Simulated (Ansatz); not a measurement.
SrNbO₃:
Space group Pm-3m (No. 221); a = 4.037 Å, b = 4.037 Å, c = 4.037 Å, α = 90.00°, β = 90.00°, γ = 90.00°

| atom | site | symmetry | x | y | z |
|---|---|---|---|---|---|
| Sr | 1b | m-3m | 0.5000 | 0.5000 | 0.5000 |
| Nb | 1a | m-3m | 0.0000 | 0.0000 | 0.0000 |
| O | 3d | 4/mm.m | 0.0000 | 0.0000 | 0.5000 |

Relaxed with r²SCAN.

Question: Tabulate the valence density and the electron localisation function along the shortest Sr–O contact (2.85 Å), r²SCAN in the plane-wave PAW code Ansatz.

Answer: 

```tsv
distance from Sr (Å)	density (e/Å³)	ELF
0.29	2.24	0.27
0.43	2.73	0.64
0.57	2.50	0.82
0.71	1.80	0.87
0.86	1.07	0.85
1.00	0.56	0.73
1.14	0.28	0.38
1.28	0.16	0.09
1.43	0.12	0.04
1.57	0.13	0.09
1.71	0.19	0.33
1.86	0.32	0.60
2.00	0.58	0.75
2.14	1.11	0.81
2.28	2.19	0.82
2.43	4.00	0.75
2.57	5.92	0.58
```

The density is the valence pseudo-density with augmentation charge, so density and ELF within about 1 Å of a nucleus are not all-electron values.

The first step of the workflow began from a Materials Project structure, measured or hypothetical; the Crystallography Open Database copy checked does not list it. COD files the formula under space group No. 62. Whether it is the stable phase at ambient conditions was not checked. The cell was relaxed with r²SCAN under the symmetry of its start; whether a distortion lowers the energy is not shown. The run is not spin-polarised.

Potentials: the later of the program's two PAW sets.
